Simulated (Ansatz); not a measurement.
**Ge: energy along a strain**

Ge, I4_1/amd, a = 5.149 Å, c = 2.795 Å (as given, not relaxed at this level: 0.6 GPa). This isn't the element's structure at ambient conditions. Ansatz: r2SCAN, PAW, 500 eV, Γ-centred 20×20×20 mesh on 2 atoms, Gaussian smearing 0.15 eV; no spin polarisation. Cell vectors (Å): -2.574 2.574 1.397; 2.574 -2.574 1.397; 2.574 2.574 -1.397. The cell is strained by x per cent times the pattern (0 0 1 0 0 0) in the order xx yy zz yz xz xy (engineering shears), with fractional coordinates held. y is the free energy over the start, V0 = 18.524 Å³/atom. Points with a strain past 8.5 % were computed too (3) and aren't used here.

| x (%) | y (meV/atom) |
| --- | --- |
| -7.50 | 69.52 |
| -5.00 | 30.80 |
| -2.50 | 9.09 |
| 0.00 | 0.00 |
| 2.50 | ? |
| 5.00 | 6.38 |
| 7.50 | 18.42 |

Q: Fit y = c1 x + c2 x² + c3 x³ to the other rows, get the stiffness along the pattern, and predict the missing energy.

A: Least squares on the rows shown. y = −1.6226 x + 0.77515 x² − 0.031789 x³. The clamped-ion stiffness p·C·p = 2 × 7.752 eV × 160.2 / 18.524 Å³ = 134 GPa, which is C33 in these axes (second derivative at the start, which stands under stress). With a term in x⁴ added, the coefficient of x² becomes 0.7124, 8 % less, which shows how far this figure hangs on the form. At x = 2.50 the fit asked for gives 0.29 meV/atom. The run gave -0.37 meV/atom, so the fit is 0.66 meV/atom too high, within twice the rms miss on the fitted rows (0.57 meV/atom): the form describes this series only roughly.